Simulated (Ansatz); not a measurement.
Sc$_{3}$Si$_{5}$ in space group P-62c (No. 190; Sc on 6g, Si on 6h, Si on 2b, Si on 2d) under volume change, PBE in the plane-wave PAW code Ansatz, shape and atoms relaxed at each volume.

| V (Å³/atom) | E − E(relaxed) (meV/atom) | P (GPa) |
|---|---|---|
| 15.557 | 49.3 | 11.15 |
| 16.070 | 20.7 | 6.83 |
| 16.583 | 4.9 | 3.14 |
| 17.095 | 0.0 | 0.00 |
| 17.608 | 4.4 | -2.68 |
| 18.121 | ? | ? |
| 18.634 | ? | ? |

### Question
Complete the blanks.

### Answer

- 18.121, E − E(relaxed) (meV/atom): 16.7
- 18.121, P (GPa): -4.95
- 18.634, E − E(relaxed) (meV/atom): 35.7
- 18.634, P (GPa): -6.86

### Question
What does a third-order Birch–Murnaghan fit give for V₀, B₀ and B′?

### Answer
V₀ = 17.10 Å³/atom, B₀ = 96.2 GPa, B′ = 4.4.

The start of the workflow was typed in or built on a structure type; neither database checked (COD, Materials Project) lists it. Its standing as an ambient phase is unchecked. Symmetry was held in the PBE relaxation; whether a distortion lowers the energy is not shown. No spin polarisation was allowed.

Potentials: the earlier of the program's two PAW sets.
